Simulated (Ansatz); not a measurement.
Input:

Mo3Ir:
```xyz
4
Lattice="3.9536 0.0000 0.0000 0.0000 3.9536 0.0000 0.0000 0.0000 3.9536" Properties=species:S:1:pos:R:3 pbc="T T T"
Mo     0.0000     1.9768     1.9768
Mo     1.9768     1.9768     0.0000
Mo     1.9768     0.0000     1.9768
Ir     0.0000     0.0000     0.0000
```

This is the PBE-relaxed structure.

**Question.** All from PBE (plane waves, PAW; program Ansatz), unless another level is named. Give the density of states at the Fermi level.

**Answer.** 1.1 states/eV per atom (mean over ±0.08 eV).

**Question.** Next, the formation energy from the elements (no fitted shifts)?

**Answer.** -0.010 eV/atom.

Space group Pm-3m (Cu3Au type). The cell is a constructed one: a structure type filled with these elements; neither database checked (COD, Materials Project) lists it. Whether it is the stable phase at ambient conditions was not checked. The cell was relaxed with PBE under the symmetry of its start; its stability against distortions is not shown here. The run is not spin-polarised. The references are the lowest solids computed at this level, not always the standard phases. Scalar-relativistic: spin–orbit coupling is off unless named, which matters more the heavier the elements.

Potentials: the earlier of the program's two PAW sets.
